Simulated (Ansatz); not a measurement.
Method: Ansatz 0.2.0, DFT PBE, scalar-relativistic, plane waves, PAW. Cutoff 420 eV, Γ-centred meshes of about 0.25 Å⁻¹ or finer for metals and 0.3 Å⁻¹ for insulators (2π included), Gaussian smearing. Collinear spin where magnetic atoms keep a moment.

Temperature and zero-point effects are left out.

Two relaxed structures of Na3YbGeSe:

A. (no moments)

```xyz
6
Lattice="4.8684 0.0000 0.0000 -2.4342 4.2162 0.0000 0.0000 0.0000 8.0231" Properties=species:S:1:pos:R:3 pbc="T T T"
Na    2.4342    1.4054    1.7981
Na    0.0000    0.0000    3.6145
Na    2.4342    1.4054    5.1213
Yb    0.0000    2.8108    7.7346
Ge    0.0000    2.8108    2.7409
Se    0.0000    0.0000    6.8011
```

B. (no moments)

```xyz
6
Lattice="4.1776 0.0000 0.0000 0.0000 4.1776 0.0000 0.0000 0.0000 11.3060" Properties=species:S:1:pos:R:3 pbc="T T T"
Na    0.0000    0.0000    0.0000
Na    2.0888    2.0888    8.5899
Na    2.0888    2.0888    2.7161
Yb    0.0000    0.0000    5.6530
Ge    2.0888    2.0888    5.6530
Se    2.0888    2.0888    0.0000
```

Problem. Which form is favoured at zero pressure, and by what margin per atom?

Solution. A is lower, by 15 meV/atom. A has space group P3m1 (No. 156), 27.4 Å³/atom and no gap on its mesh; B has space group P4/mmm (No. 123), 32.9 Å³/atom and no gap. Counting Ge or Se atoms around Na and Yb (for each partner element, those within 1.25 times its shortest distance or 1.15 times the sum of covalent radii, where it is the nearest in units of that sum or under 1.3; a slash parts the counts of unlike sites), A has Na 3/4/6, Yb 4 and B has Na 2/4, Yb 4. The denser one is the lower, and pressure would at first widen the difference. In A, around Na on its first site lie 3 Ge at 2.96 Å, 4 Na at 3.32–3.35 Å and 3 Yb at 3.50 Å; Yb is surrounded by 3 Se at 2.96 Å, 1 Ge at 3.03 Å, 3 Na at 3.50 Å and 3 Na at 3.84 Å; Ge has 6 Na at 2.94–2.96 Å, 1 Yb at 3.03 Å and 3 Na at 3.68 Å; Se is surrounded by 3 Yb at 2.96 Å and 4 Na at 3.19–3.27 Å; 2 more sites not described. In B, around Na on a site of symmetry 4/mmm lie 4 Se at 2.95 Å; around Yb lie 4 Ge at 2.95 Å; Ge is surrounded by 2 Na at 2.94 Å and 4 Yb at 2.95 Å; Se has 2 Na at 2.72 Å and 4 Na at 2.95 Å; 1 more site not described. Both come from trial cells of a structure search, whose lowest cell (P3m1, 24.5 Å³/atom) lies 44 meV/atom below the lower of the two.

For metals, differences of a few meV/atom aren't resolved. A magnetic state wasn't ruled out in cells without spin, among them P3m1. The 4f shell of Yb is treated without a Hubbard U. Trial moments fell under 0.15 μB along the way in P4/mmm; another start might hold them. Cells relaxed within their symmetry can be saddle points. Some candidate types were left out of the draw beforehand, so a known form may be missing.
